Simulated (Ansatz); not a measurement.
Relaxed LiNbO₃ (LiNbO3 type, space group R3c):

```
LiNbO3
1.0
    2.59491     1.49817     4.67185
   -2.59491     1.49817     4.67185
    0.00000    -2.99635     4.67185
Li Nb O
2 2 6
Direct
  0.70263   0.70263   0.70263
  0.20263   0.20263   0.20263
  0.98385   0.98385   0.98385
  0.48385   0.48385   0.48385
  0.62628   0.87373   0.26322
  0.87373   0.26322   0.62628
  0.26322   0.62628   0.87373
  0.76322   0.37373   0.12628
  0.37373   0.12628   0.76322
  0.12628   0.76322   0.37373
```

A phonon eigenvector at Γ is frozen into this cell: atom i moves by Q times the vector below, so Q is the largest atomic displacement, in Å. The cell is held. It is one choice among 2 degenerate patterns.

```tsv
atom	x	y	z
Li1	-0.582	-0.813	0.000
Li2	0.582	-0.813	0.000
Nb3	0.093	0.010	0.000
Nb4	-0.093	0.010	0.000
O5	-0.142	-0.039	0.192
O6	0.126	0.080	0.057
O7	-0.111	0.253	-0.249
O8	-0.126	0.080	0.057
O9	0.142	-0.039	0.192
O10	0.111	0.253	-0.249
```

The numbers are results of PBE (plane waves to 420 eV, PAW, scalar-relativistic; Ansatz, a first-principles code), not measurements. k mesh 8×8×8 (Γ-centred), Fermi-Dirac smearing 0.05 eV. LiNbO3 is run without spin polarisation. LiNbO3 was relaxed with its symmetry unable to fall. 

```csv
Q (Å),−dE/dQ from forces (eV/Å)
-0.280,3.280
-0.233,2.554
-0.187,1.922
-0.140,1.366
-0.093,0.871
-0.047,0.420
0.000,0.000
0.047,-0.400
0.093,-0.790
0.140,-1.179
0.187,-1.573
0.233,-1.976
0.280,-2.393
```

**Question.** What harmonic wavenumber does the curvature at Q = 0 give?

**Answer.** 324 cm⁻¹. E″ = 8.75 eV/Å², M = Σ mᵢ|uᵢ|² = 22.6 u, ν̃ = 521.5·√(|E″|/M).

(A displaced cell: forces are minus the slopes of the energy, force constants its curvatures, and phonons follow from these.)
